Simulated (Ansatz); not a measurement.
Ag:
```
CELL_PARAMETERS angstrom
      5.38729     0.00000     0.00000
     -2.69365     4.66553     0.00000
      0.00000     0.00000     5.26038
ATOMIC_POSITIONS crystal
  Ag 0.00000 0.00000 0.25273
  Ag 0.00000 0.00000 0.74727
  Ag 0.33333 0.66667 0.50000
  Ag 0.66667 0.33333 0.50000
  Ag 0.00000 0.50000 0.00000
  Ag 0.50000 0.00000 0.00000
  Ag 0.50000 0.50000 0.00000
```

Relaxed with PBE. Special points in fractions of this cell's reciprocal vectors: Γ (0.000, 0.000, 0.000); M (0.500, 0.000, 0.000); K (0.333, 0.333, 0.000); A (0.000, 0.000, 0.500); L (0.500, 0.000, 0.500); H (0.333, 0.333, 0.500).

List the band energies nearest the Fermi level at these points for plane-wave PAW PBE with spin–orbit coupling (Ansatz code).

In eV from the Fermi level; about four levels below and three above (degenerate sets whole), none deeper than 8.9 eV; points with the same levels are listed once.

| k | below | above |
|---|---|---|
| Γ | -2.72 -2.72 -2.27 -2.27 | 0.21 0.21 0.87 0.87 |
| M | -2.90 -2.90 -2.53 -2.53 | 0.08 0.08 0.60 0.60 |
| K | -2.68 -2.68 -2.52 -2.52 | 1.50 1.50 2.66 2.66 2.67 2.67 |
| A | -2.64 -2.64 -2.28 -2.28 | 0.89 0.89 2.39 2.39 |
| L | -1.89 -1.89 -1.83 -1.83 | 0.84 0.84 1.40 1.40 |
| H | -1.21 -1.21 -1.18 -1.18 | 5.68 5.68 5.96 5.96 |

Space group P6/mmm. The start of the workflow was typed in or built on a structure type; neither database checked (COD, Materials Project) lists it. It is not the phase usual at ambient conditions (space group No. 225). Symmetry was held in the PBE relaxation; whether a distortion lowers the energy is not shown. The run is not spin-polarised.

Potentials: the later of the program's two PAW sets.
